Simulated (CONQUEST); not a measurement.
Worked example: self-consistent single point of BaTiO3 (Pmm2, 5 atoms in the cell; from Materials Project mp-5986, changed as shown) in CONQUEST.

Computed with PBE, numerical atomic orbitals double-zeta with polarisation (the shipped basis), PseudoDojo norm-conserving potentials made for PBE in CONQUEST.

The change in words: atom 4 moved by +0.04 angstrom along z. Reference geometry (P4mm):
```
BaTiO3
1.0
    3.99038     0.00000     0.00000
    0.00000     3.99038     0.00000
    0.00000     0.00000     4.10266
Ba Ti O
1 1 3
Direct
  0.50000   0.50000   0.58254
  0.00000   0.00000   0.10004
  0.00000   0.50000   0.06422
  0.50000   0.00000   0.06422
  0.00000   0.00000   0.54897
```

Reference input (self-consistent single point, DFT, PBE, numerical atomic orbitals double-zeta with polarisation (the shipped basis), PseudoDojo norm-conserving potentials made for PBE): basis = DZP; Diag.MPMeshX, Y, Z = 6 6 6; potentials = PseudoDojo norm-conserving PBE; Grid.GridCutoff = 140 Ha; DM.SolutionMethod = diagon; Diag.kT = 0.000735 Ha; Diag.GammaCentred = true; minE.SCTolerance = 1.0e-06; SC.MaxIters = 100; SC.LinearMixingFactor = 0.5; SC.KerkerPreCondition = true; SC.KerkerFactor = 0.1 1/bohr. This run's input differs from it in these lines:

```diff
@@ -38,3 +38,3 @@
     0.000000000     0.500000000     0.064220000  3 T T T
-    0.500000000     0.000000000     0.064220000  3 T T T
+    0.500000000     0.000000000     0.073970000  3 T T T
     0.000000000     0.000000000     0.548970000  3 T T T
```

Log, with long lists cut:

```
    new_SC_potl: Starting.  Tolerance:  0.10000E-05

    PulayMixSC: Starting Pulay mixing, A_up =  0.500 A_dn =  0.500
    PulayMixSC: Spin non-polarised calculation.
    PulayMixSC: with Kerker preconditioning, q0 =  0.100
          Harris-Foulkes Energy            :      -137.550532666573815 Ha
          (TS=0 as O(N) or entropic contribution is negligible)
          DFT Total Energy                 :      -136.858121122108230 Ha
          Total number of electrons        :        40.000000000000199
    PulayMixSC: Pulay iteration     1 residual:              0.94436E-02
   [... lines left out ...]
          (TS=0 as O(N) or entropic contribution is negligible)
          DFT Total Energy                 :      -137.350666180058454 Ha
          Total number of electrons        :        40.000017691541288
    PulayMixSC: Pulay iteration     9 residual:              0.35776E-05
          Harris-Foulkes Energy            :      -137.350666222532595 Ha
          (TS=0 as O(N) or entropic contribution is negligible)
          DFT Total Energy                 :      -137.350666221944294 Ha
          Total number of electrons        :        40.000017680750879
    PulayMixSC: Pulay iteration    10 residual:              0.66522E-06
    PulayMixSC: Reached SCF tolerance of  0.66522E-06 after     10 iterations
      | Number of electrons      =        40.000018
      |* band energy as 2Tr[K.H] =       -34.968102322930818 Ha
      |  screened ion-ion energy =      -103.026231307252147 Ha
      |  Ha correction           =        -0.425225762097214 Ha
      |  XC correction           =         1.068871732701377 Ha
      |* Harris-Foulkes energy   =      -137.350666222532595 Ha
      |* DFT total energy        =      -137.350666221944294 Ha
      |  estimated accuracy      =        -0.000000000588301 Ha

    force: Forces on atoms (Ha/a0)
    force:  Atom   X              Y              Z
    force:     1   0.0000000000  -0.0000000000  -0.0000390439
    force:     2   0.0000000000   0.0000000000   0.0015794508
   [... lines left out ...]
    force: Maximum force :        0.00565899(Ha/a0) on atom         5 in z direction
   [... lines left out ...]
    force: Force Residual:        0.00360924 Ha/a0
    force: Total stress:         -3.69185841     0.00000000     0.00000000 GPa
                             0.00000000    -3.29230038     0.00000000
                             0.00000000     0.00000000    -3.74090748
    force: Average pressure:      3.57502209 GPa

    force: Finished force
    get_E_and_F: Change in energy during last step of electronic optimisation:  0.54778E-08
```

The run converged in 10 iterations. CONQUEST prints the stress tensor with tension positive. Against the reference run the free energy rises by 1.2 meV/atom, the pressure moves little (3.51 to 3.58 GPa), the largest force goes from 0.142 to 0.291 eV/Å and the gap on the mesh stays at 1.688 eV.

The program uses no crystal symmetry, so grid and mesh can part values that symmetry would make equal. The atom-centred basis is finite, which shifts total energies, pressures, gaps and forces against plane waves. The structure comes from a collection of computed structures, made at another level of theory; the collection holds predicted forms beside known ones.

Cost on one core: around 3 core-minutes (rough).
